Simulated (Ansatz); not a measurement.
The elements of this relaxed trial crystal are hidden behind letters.

```
lattice vectors (Å)
   4.2421    0.0000    0.0000
   0.0000    4.2421    0.0000
   0.0000    0.0000    8.2466
fractional positions
X 0.5000 0.5000 0.0000
Z 0.0000 0.0000 0.7388
Z 0.0000 0.0000 0.2612
Q 0.5000 0.0000 0.7810
Q 0.5000 0.0000 0.2190
Q 0.0000 0.5000 0.7810
Q 0.0000 0.5000 0.2190
Q 0.0000 0.0000 0.0000
Q 0.0000 0.0000 0.5000
```

Theory: Ansatz, DFT PBE, scalar-relativistic, plane waves, PAW. Plane waves to 420 eV, a 10×10×6 mesh through Γ for the 9-atom cell and 0.10 eV Gaussian smearing; collinear spin.

```
Space group                                : P4/mmm (No. 123)
Conventional cell                          : a = 4.242 Å, c = 8.247 Å
Volume per atom                            : 16.49 Å³
Density                                    : 3.98 g/cm³
Energy over the elements                   : −2.72 eV/atom
Gap on the 10×10×6 mesh of the 9-atom cell : 0 eV (a metal)
Net moment per atom                        : 0.89 μB
```

Energies are uncorrected and count from the elements' standard states at the same level.

Question: X is an s-block element of period 6, Z is a d-block element of period 4 and Q is a p-block element of period 2. Which elements are they?

Answer: X = Ba, Z = Cr, Q = F, so the formula is BaCr2F6. Density times volume gives a mean mass of 3.98 × 16.49/1.6605 = 39.5 u per atom, and this set has 39.5 u. Ba is surrounded by 8 F at 2.79 Å, 4 F at 3.00 Å and 8 Cr at 3.69 Å; Cr is surrounded by 1 F at 1.97 Å, 5 F at 2.15 Å and 4 Ba at 3.69 Å; F on a site of symmetry 2mm has 2 Cr at 2.15 Å, 2 Ba at 2.79 Å and 2 F at 2.79 Å; 2 more sites not described. Other sets within the hints have nearly the same mass, so mass alone doesn't settle it; this one was computed.

In such compounds of Cr a zero gap at this level may well be an artefact, since no Hubbard U is applied. The magnetic state reached may not be the lowest. Symmetry constrained the relaxation, so the result can be a saddle point.
